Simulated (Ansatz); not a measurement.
Data:

AlP in space group P6_222 (No. 180; Al on 3d, P on 3c), a = b = 3.8212 Å, c = 8.6325 Å, α = β = 90.00°, γ = 120.00°.

This is the PBEsol-relaxed structure.

Task: All from PBEsol (plane waves, PAW; program Ansatz), unless another level is named. Give the HSE06 gap on the PBEsol cell.

Result: 1.57 eV.

Task: Next, the electron effective mass?

Result: 0.14, 0.40, 1.5 mₑ (principal values).

Task: And the band gap?

Result: 0.84 eV (indirect).

Task: And the conduction-band minimum?

Result: at M (3 equivalent valleys).

The start of the workflow was typed in or built on a structure type; neither database checked (COD, Materials Project) lists it. It is not the phase usual at ambient conditions (space group No. 216). The cell was relaxed with PBEsol under the symmetry of its start; of distortions, only those at the zone centre were tested.

Potentials: the later of the program's two PAW sets.
